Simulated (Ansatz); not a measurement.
C in space group C2/m (No. 12; C on 4i, C on 4i, C on 4i, C on 4i) at seven volumes, r²SCAN in the plane-wave PAW code Ansatz, shape and atoms relaxed at each. One row is withheld.

```tsv
V (Å³/atom)	P (GPa)
5.379	46.67
5.557	28.87
5.734	13.42
5.911	-0.01
6.089	-11.67
6.266	?
6.443	-30.58
```

Q: Fit the shown pressures and predict the withheld one.

A: Third-order Birch–Murnaghan: P = (3/2)B₀(x^(7/2) − x^(5/2))[1 + (3/4)(B′ − 4)(x − 1)] with x = (V₀/V)^(2/3). Least squares on the six rows gives V₀ = 5.911 Å³/atom, B₀ = 416.2 GPa, B′ = 3.67. At V = 6.266, x = 0.9619 and P = -21.81 GPa. The run itself gave -21.79 GPa.

The start of the workflow was typed in or built on a structure type; the Crystallography Open Database copy checked does not list it. It is not the phase usual at ambient conditions (space group No. 194, 227). The cell was relaxed with r²SCAN under the symmetry of its start; its stability against distortions is not shown here.

Potentials: the later of the program's two PAW sets.
